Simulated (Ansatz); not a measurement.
Suppose LiBPt takes space group P-6m2 (No. 187), with Li on 1a; B on 1b; Pt on 1f.

All numbers below come from DFT PBE, scalar-relativistic, plane waves, PAW (Ansatz 0.2.0). Cutoff 420 eV, Γ-centred mesh, Gaussian smearing, no spin polarisation.

Formation energies are uncorrected and refer to the elements' standard structures at the same level.

Task: Predict the relaxed structure.

Result:

Space group P-6m2 (No. 187). a = 3.479 Å, b = 3.479 Å, c = 4.585 Å, α = 90.00°, β = 90.00°, γ = 120.00°
| atom | site | symmetry | x | y | z |
| --- | --- | --- | --- | --- | --- |
| Li | 1a | -6m2 | 0.0000 | 0.0000 | 0.0000 |
| B | 1b | -6m2 | 0.0000 | 0.0000 | 0.5000 |
| Pt | 1f | -6m2 | 0.6667 | 0.3333 | 0.5000 |

Around Li lie 2 B at 2.29 Å; B is surrounded by 3 Pt at 2.01 Å and 2 Li at 2.29 Å; Pt is surrounded by 3 B at 2.01 Å. Another local minimum with the same sites may exist.

Task: Where does its energy lie, and is it a metal?

Result: The energy over the elements is −0.18 eV/atom. The gap on the 18×18×10 mesh of the 3-atom cell is 0 eV (a metal).

The last run used Gaussian smearing of 0.10 eV. Spin–orbit coupling, which can matter for Pt, is left out. A structure relaxed within its symmetry needn't be a true minimum. Another cell of LiBPt relaxed alike, in P-6m2, lies 122 meV/atom lower, so this cell isn't the stable form at this level.
